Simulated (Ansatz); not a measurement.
Relaxed BP (zinc blende):

```xyz
2
Lattice="0.0000 2.2742 2.2742 2.2742 0.0000 2.2742 2.2742 2.2742 0.0000" Properties=species:S:1:pos:R:3 pbc="T T T"
P      3.4114     3.4114     3.4114
B      0.0000     0.0000     0.0000
```

In this cell atom 1 (P, nearest neighbour B at 1.970 Å; its periodic images, 3.2 Å or more away, move with it) is moved by s towards the nearest neighbour, unit vector (-0.577, -0.577, 0.577); all other atoms and the cell stay fixed.

These are PBE (plane waves to 420 eV, PAW, scalar-relativistic; Ansatz, a quantum-chemistry and plane-wave program) values and carry that method's errors. k mesh 10×10×10 (Γ-centred), Fermi-Dirac smearing 0.05 eV. The energy includes the smearing's −TS. Left out: 1 of 11 points, with atoms too close for the PAW data. As the smearing reaches across the gap at some points, energies and forces of such displacements shift with the k mesh and the smearing. BP was relaxed with its symmetry unable to fall. The zero of ΔE is the undisplaced structure. The last digit holds for this mesh only.

```json
[
 {"s (Å)": "-0.590", "ΔE (meV/cell)": "1260.1"},
 {"s (Å)": "-0.472", "ΔE (meV/cell)": "1013.8"},
 {"s (Å)": "-0.354", "ΔE (meV/cell)": "706.8"},
 {"s (Å)": "-0.236", "ΔE (meV/cell)": "383.3"},
 {"s (Å)": "-0.118", "ΔE (meV/cell)": "113.8"},
 {"s (Å)": "0.000", "ΔE (meV/cell)": "0.0"},
 {"s (Å)": "0.118", "ΔE (meV/cell)": "149.3"},
 {"s (Å)": "0.236", "ΔE (meV/cell)": "withheld"},
 {"s (Å)": "0.354", "ΔE (meV/cell)": "1693.3"},
 {"s (Å)": "0.472", "ΔE (meV/cell)": "3394.3"}
]
```

Task: Fit a polynomial form (powers 2, 3, 4) to the given rows and predict ΔE at s = 0.236.

Result: Least squares on the 9 given rows: ΔE = (9219)·s² + (11280)·s³ + (3027)·s⁴, in meV/cell with s in Å; root-mean-square residual 5.20 meV/cell. At 0.236 the fit gives 671.1 meV/cell; the calculation gives 673.8 meV/cell, so the interpolation is off by -2.7 (-0.4 %). The quadratic term alone would give 513.5 meV/cell.

(For displaced atoms, the force is minus the slope of the energy, and its curvature is a force constant, which sets phonon frequencies.)
